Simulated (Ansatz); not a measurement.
With PBEsol in the plane-wave PAW code Ansatz, GaSb in the hexagonal phase (P6_222; Ga on 3c, Sb on 3d) relaxes to a = 4.345 Å, c = 9.413 Å. Its formation energy from the elements is -9 meV/atom, with no fitted shifts.

Electronic character: metallic (no gap).

The start of the workflow was typed in or built on a structure type; neither database checked (COD, Materials Project) lists it. It is not the phase usual at ambient conditions (space group No. 216). Symmetry was held in the PBEsol relaxation; whether a distortion lowers the energy is not shown. A small band overlap can be real or an error of a semilocal functional. The references are the lowest solids computed at this level, not always the standard phases. Spin–orbit coupling is left out wherever it is not named.

Potentials: the later of the program's two PAW sets.
